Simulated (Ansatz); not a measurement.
Computed with Ansatz 0.2.0, DFT PBE, scalar-relativistic, plane waves, PAW. All cells share a 420 eV cutoff and Γ-centred k meshes spaced at most about 0.3 Å⁻¹ (about 0.25 or finer for metals, 2π included). No spin polarisation in the final relaxations.

All energies are static (0 K, no zero-point motion).

Compare these two cells of Sn2TeAs2, each relaxed at this level.

A.

Space group P4mm (No. 99). a = 3.730 Å, b = 3.730 Å, c = 10.741 Å, α = 90.00°, β = 90.00°, γ = 90.00°
| atom | site | symmetry | x | y | z |
| --- | --- | --- | --- | --- | --- |
| Sn | 1b | 4mm | 0.5000 | 0.5000 | 0.4012 |
| Sn | 1a | 4mm | 0.0000 | 0.0000 | 0.9050 |
| Te | 1a | 4mm | 0.0000 | 0.0000 | 0.2531 |
| As | 1a | 4mm | 0.0000 | 0.0000 | 0.6472 |
| As | 1b | 4mm | 0.5000 | 0.5000 | 0.7365 |

B.

Space group I4/mmm (No. 139). a = 5.138 Å, b = 5.138 Å, c = 10.073 Å, α = 90.00°, β = 90.00°, γ = 90.00°
| atom | site | symmetry | x | y | z |
| --- | --- | --- | --- | --- | --- |
| Sn | 4e | 4mm | 0.0000 | 0.0000 | 0.3568 |
| Te | 2a | 4/mmm | 0.0000 | 0.0000 | 0.0000 |
| As | 4d | -4m2 | 0.0000 | 0.5000 | 0.2500 |

Question: Which would you expect to be lower, and how large is the difference?

Answer: A is lower, by 42 meV/atom. A has space group P4mm (No. 99), 29.9 Å³/atom and no gap on its mesh; B has space group I4/mmm (No. 139), 26.6 Å³/atom and no gap. Counting As or Te atoms around Sn (for each partner element, those within 1.25 times its shortest distance or 1.15 times the sum of covalent radii, where it is the nearest in units of that sum or under 1.3; a plus sign parts groups by distance over the sum of covalent radii; a slash parts the counts of unlike sites), A has Sn 4/1+4 and B has Sn 4+5. Even the lower one lies +0.13 eV/atom against the reference forms of the elements (uncorrected), so neither is stable at this level. Both come from invented guesses. A third cell relaxed alike, in P4/mmm, lies 94 meV/atom below the lower of the two.

Weakly bound directions are ill-defined at this level, which has no dispersion term (P4mm), and this can change margins and order among such cells. Spin–orbit coupling, which can matter for Te, is left out. Cells relaxed within their symmetry can be saddle points.
